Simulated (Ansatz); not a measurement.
CeAl$_{3}$Pd$_{2}$ in space group P6/mmm (No. 191; Al on 3g, Ce on 1a, Pd on 2c), PBE (plane waves, PAW; program Ansatz), all energies at zero smearing, with the estimated change up to a 700 eV cutoff added, with one set of potentials and settings (totals compare only within such a set). Cell of 6 atoms (3 Al, 1 Ce, 2 Pd): -22138.654 eV.

```csv
element,reference phase,E (eV/atom)
Al,"Fm-3m, 1 atoms in the cell",-537.5049
Ce,"Fm-3m, 1 atoms in the cell",-6575.5970
Pd,"Fm-3m, 1 atoms in the cell",-6972.8544
```

Formation energy per atom, worked out: (-22138.654 − 3×(-537.5049) − 1×(-6575.5970) − 2×(-6972.8544))/6 = -0.806 eV/atom (-78 kJ per mol of atoms), at 0 K, without zero-point energy or fitted corrections.

The workflow started from an entry of the Crystallography Open Database (COD). Its standing as an ambient phase is unchecked. The cell was relaxed with PBE under the symmetry of its start; whether a distortion lowers the energy is not shown. Magnetic state: ferromagnetic, chosen from 4 collinear starts compared on coarse meshes (ties went to the first, and starts can fall back to one state), not a proven ground state. The 4f shell is in the valence, and the state reached may lie above the lowest one. No Hubbard U is applied. The references are the lowest solids computed at this level, not always the standard phases. Spin–orbit coupling is left out wherever it is not named.

Potentials: the later of the program's two PAW sets.
